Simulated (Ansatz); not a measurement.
Ba₂CuHgO₄:
```cif
data_Ba2CuHgO4
_chemical_formula_sum 'Ba2 Cu1 Hg1 O4'
_space_group_name_H-M_alt 'P4/mmm'
_space_group_IT_number 123
_space_group_name_Hall '-P 4 2'
_cell_length_a 3.85235
_cell_length_b 3.85235
_cell_length_c 9.55198
_cell_angle_alpha 90.000
_cell_angle_beta 90.000
_cell_angle_gamma 90.000
loop_
_atom_site_label
_atom_site_type_symbol
_atom_site_symmetry_multiplicity
_atom_site_Wyckoff_symbol
_atom_site_fract_x
_atom_site_fract_y
_atom_site_fract_z
_atom_site_occupancy
Ba1 Ba 2 h 0.50000 0.50000 0.30342 1
Cu1 Cu 1 b 0.00000 0.00000 0.50000 1
Hg1 Hg 1 a 0.00000 0.00000 0.00000 1
O1 O 2 g 0.00000 0.00000 0.20646 1
O2 O 2 e 0.00000 0.50000 0.50000 1
```

Relaxed at zero pressure with plane-wave PAW PBEsol (Ansatz code).

The volume is lowered by 3 % and shape and atoms relax at that volume. What pressure results, and how do the axes share the change?

2.3 GPa; a -0.8 %, b -0.8 %, c -1.5 %; the energy rises by 4 meV/atom.

Give the new structure.


Space group P4/mmm (No. 123); a = 3.8227 Å, b = 3.8227 Å, c = 9.4098 Å, α = 90.00°, β = 90.00°, γ = 90.00°

```
atom  site  symmetry       x       y       z
----  ----  --------  ------  ------  ------
Ba      2h       4mm  0.5000  0.5000  0.3016
Cu      1b     4/mmm  0.0000  0.0000  0.5000
Hg      1a     4/mmm  0.0000  0.0000  0.0000
O       2g       4mm  0.0000  0.0000  0.2089
O       2e      mmm.  0.0000  0.5000  0.5000
```

The phase is kept; no other phase was compared at this pressure.

The first step of the workflow began from a Materials Project structure, measured or hypothetical; the Crystallography Open Database copy checked does not list it. Whether it is the stable phase at ambient conditions was not checked. The cell was relaxed with PBEsol under the symmetry of its start; of distortions, only those at the zone centre were tested. No spin polarisation was allowed. No Hubbard U is applied. Spin–orbit coupling is left out wherever it is not named.

Potentials: the later of the program's two PAW sets.
